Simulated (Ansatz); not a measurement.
The relaxed structure here is a generated cell of CsPbBr3: the first start was made by a random draw of sites in a space group, and the end was not matched to a known phase here, so it may be hypothetical. Known forms of CsPbBr3 include space group No. 62, 221.

The end point of a relaxation of CsPbBr₃. Space group P4/mmm (No. 123). These are r2SCAN (plane waves to 500 eV, PAW, scalar-relativistic; Ansatz, a quantum-chemistry and plane-wave program) values and carry that method's errors.

```cif
data_Br3CsPb
_chemical_formula_sum 'Br3 Cs1 Pb1'
_space_group_name_H-M_alt 'P 1'
_space_group_IT_number 1
_cell_length_a 4.28500
_cell_length_b 4.28500
_cell_length_c 10.88845
_cell_angle_alpha 90.000
_cell_angle_beta 90.000
_cell_angle_gamma 90.000
loop_
_space_group_symop_operation_xyz
  'x, y, z'
loop_
_atom_site_label
_atom_site_type_symbol
_atom_site_fract_x
_atom_site_fract_y
_atom_site_fract_z
_atom_site_occupancy
Br1 Br 0.50000 0.50000 0.50000 1
Br2 Br 0.50000 0.50000 0.80707 1
Br3 Br 0.50000 0.50000 0.19293 1
Cs1 Cs 0.00000 0.00000 0.00000 1
Pb1 Pb 0.00000 0.00000 0.50000 1
```

```yaml
volume_per_atom: 39.99 Å³
band_gap: zero (metallic)
shortest_distances: Br–Pb 3.03 Å; Br–Br 3.34 Å
k-mesh: 11×11×5
```

Band energies at high-symmetry points (eV from the Fermi level; labels of this space group; no spin-orbit coupling), from −5 eV up to 4.7 eV:

```
point                                                               energies
-----  ---------------------------------------------------------------------
Γ              -4.40 -1.42 -0.43 -0.43 -0.30 -0.30 -0.14 0.99 3.76 3.76 4.26
X      -4.20 -3.93 -2.93 -1.46 -1.35 -1.02 -0.37 -0.27 -0.20 -0.15 0.48 0.95
M                   -3.79 -1.33 -1.33 -1.21 -0.97 -0.97 -0.02 0.82 3.90 3.90
Z              -4.44 -0.85 -0.76 -0.40 -0.40 -0.32 -0.32 0.94 3.76 3.76 4.27
R      -4.20 -3.93 -2.93 -1.69 -1.07 -0.83 -0.41 -0.39 -0.25 -0.17 0.40 0.95
A                   -3.83 -1.28 -1.28 -1.03 -1.03 -0.69 -0.56 0.80 3.90 3.90
```

No spin polarisation in the result.

The run could not lose the symmetry of its start: the end is stationary, and may be a saddle point rather than a minimum.
